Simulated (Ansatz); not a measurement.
## MgNb₄VO₁₂: Electric field gradients

The cell is a computed structure from the Materials Project (it need not be an observed phase).

```
Mg Nb V O
1.0
     5.29412    0.00000    0.00000
     0.01854    5.73411    0.00000
     0.04245    0.70954    7.63556
Mg Nb V O
1 4 1 12
Direct
  0.00088 0.41845 0.21352
  0.98434 0.98618 0.01455
  0.51045 0.51188 0.49296
  0.01712 0.98820 0.51241
  0.49099 0.50996 0.99380
  0.00031 0.41284 0.70704
  0.70695 0.24923 0.57789
  0.91061 0.06274 0.26928
  0.68646 0.83831 0.97274
  0.81811 0.71715 0.57795
  0.17785 0.71303 0.08633
  0.63957 0.52842 0.26250
  0.36940 0.53310 0.76177
  0.81520 0.35495 0.96190
  0.18359 0.35973 0.45699
  0.28822 0.25589 0.07698
  0.09650 0.05506 0.76990
  0.31535 0.83749 0.46910
```

Sites (sets of like atoms) are named by element and the number of their first atom in this list.

Method: Kohn–Sham DFT in Ansatz, PBE, plane waves and PAW, scalar-relativistic, collinear spin, 420 eV cutoff, Γ-centred 5×4×3 k-points, Fermi–Dirac smearing 0.02 eV. Start moments as typed (μB): 3 on each V, none on the rest.

V_zz is the principal component of the electric field gradient with the largest magnitude, η = (V_xx − V_yy)/V_zz and C_Q = eQV_zz/h.

²⁵Mg: I = 5/2, Q = 199.4 mb; Nb-93: I = 9/2, Q = -320.0 mb; ⁵¹V: I = 7/2, Q = -52.00 mb; ¹⁷O: I = 5/2, Q = -25.58 mb. Nuclear quadrupole moments: year-2017 set (Pyykkö).

Q: What field gradients does the calculation give at each kind of site?

A: 

```csv
site,atoms (order as listed),first shell,V_zz (10²¹ V/m²),η,C_Q (MHz)
Mg,1,6 O at 2.06–2.23 Å,0.93,0.33,4.46
Nb2,2,6 O at 1.84–2.32 Å,4.59,0.98,-35.5
Nb3,3,6 O at 1.89–2.20 Å,-5.54,0.86,42.9
Nb4,4,6 O at 1.84–2.31 Å,5.03,0.74,-38.9
Nb5,5,6 O at 1.87–2.22 Å,-5.99,0.82,46.4
V,6,6 O at 2.11–2.19 Å,1.61,0.48,-2.03
O7,7,"2 Nb at 1.89–2.30 Å, 1 V at 2.11 Å; also 1 Mg at 3.26 Å",-3.65,0.37,2.25
O8,8,"2 Nb at 1.96–2.08 Å, 1 Mg at 2.10 Å",3.78,0.54,-2.34
O9,9,"2 Nb at 1.84–2.14 Å, angle 145°; also 1 Mg at 3.34 Å",1.79,0.70,-1.10
O10,10,"2 Nb at 1.91–2.15 Å, 1 V at 2.15 Å",-2.87,0.18,1.77
O11,11,"2 Nb at 1.91–2.18 Å, 1 Mg at 2.09 Å",2.54,0.96,-1.57
O12,12,"2 Nb at 1.89–2.22 Å, 1 Mg at 2.06 Å",2.19,0.92,-1.35
O13,13,"2 Nb at 1.89–2.20 Å, 1 V at 2.13 Å",-2.40,0.20,1.48
O14,14,"2 Nb at 1.95–2.30 Å, 1 V at 2.18 Å, 1 Mg at 2.23 Å",-3.09,0.24,1.91
O15,15,"2 Nb at 1.97–2.31 Å, 1 Mg at 2.11 Å, 1 V at 2.19 Å",-2.75,0.36,1.70
O16,16,"2 Nb at 1.87–2.32 Å, 1 Mg at 2.11 Å; also 1 V at 3.28 Å",-2.73,1.00,1.69
O17,17,"2 Nb at 1.97–2.09 Å, 1 V at 2.12 Å",-4.02,0.39,2.49
O18,18,"2 Nb at 1.84–2.12 Å, angle 145°; also 1 V at 3.35 Å",1.83,0.62,-1.13
```

At O9 and O18 V_zz points along the longer of its two bonds, to Nb (within 5°) in each case. At O10 V_zz stands upright on the plane through its three neighbours (within 8°).

At this cell the PBE pressure is -5 GPa, so with PBE the cell would shrink if it were relaxed. The entry's cell may itself be off. The largest force is 0.6 eV/Å, so the atoms aren't at the calculated equilibrium and relaxing them would move these values. Without spin–orbit coupling (the program notes it for Nb) the gradients can shift somewhat, as the gap is small. With a gap of 0.5 eV on this mesh, small gradients can still move by 0.1 × 10²¹ V/m² or more as the k-mesh gets denser. All moments are parallel here, as the start or the cell imposes; many such compounds order antiparallel, where fields and spin densities carried over to other atoms largely cancel. The magnetic order is the one that the run reached from its start moments, not necessarily the measured one. Where η is near 1 the sign of V_zz means little.
